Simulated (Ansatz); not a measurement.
Mg$_{2}$ZnO$_{3}$:
```cif
data_Mg2O3Zn
_chemical_formula_sum 'Mg2 Zn1 O3'
_space_group_name_H-M_alt 'P-3m1'
_space_group_IT_number 164
_space_group_name_Hall '-P 3 2"'
_cell_length_a 2.99121
_cell_length_b 2.99121
_cell_length_c 7.30607
_cell_angle_alpha 90.000
_cell_angle_beta 90.000
_cell_angle_gamma 120.000
loop_
_atom_site_label
_atom_site_type_symbol
_atom_site_symmetry_multiplicity
_atom_site_Wyckoff_symbol
_atom_site_fract_x
_atom_site_fract_y
_atom_site_fract_z
_atom_site_occupancy
Mg1 Mg 2 d 0.66667 0.33333 0.33408 1
Zn1 Zn 1 a 0.00000 0.00000 0.00000 1
O1 O 2 d 0.33333 0.66667 0.17174 1
O2 O 1 b 0.00000 0.00000 0.50000 1
```

Relaxed with r²SCAN.

**Question.** Give the optical modes at the zone centre with their infrared activity from DFPT, the program Ansatz at the r²SCAN level (PAW).

**Answer.** Transverse frequencies, without the LO–TO term; a row sums one degenerate level.

```csv
ω (cm⁻¹),degeneracy,IR ((D/Å)²/amu),activity,symmetry
142,2,3.02,IR,Eu
199,2,0.00,IR-inactive,Eg
293,1,7.00,IR,A2u
327,2,18.24,IR,Eu
346,2,0.00,IR-inactive,Eg
376,1,21.28,IR,A2u
384,2,36.54,IR,Eu
411,1,0.00,IR-inactive,A1g
595,1,1.06,IR,A2u
635,1,0.00,IR-inactive,A1g
```

**Question.** How high does the top mode go among those that the LO–TO term moves?

**Answer.** 666 cm⁻¹ for q along x, 666 cm⁻¹ for q along y, 689 cm⁻¹ for q along z.

The workflow started from a Materials Project entry (that database holds measured and hypothetical structures alike); the Crystallography Open Database copy checked does not list it. With Mg and Zn taken as one species the cell has the higher symmetry Fm-3m, so it may be an ordered model of a mixed-site phase. Its standing as an ambient phase is unchecked. The r²SCAN relaxation kept the symmetry of its start; of distortions, only those at the zone centre were tested.

Potentials: the later of the program's two PAW sets.
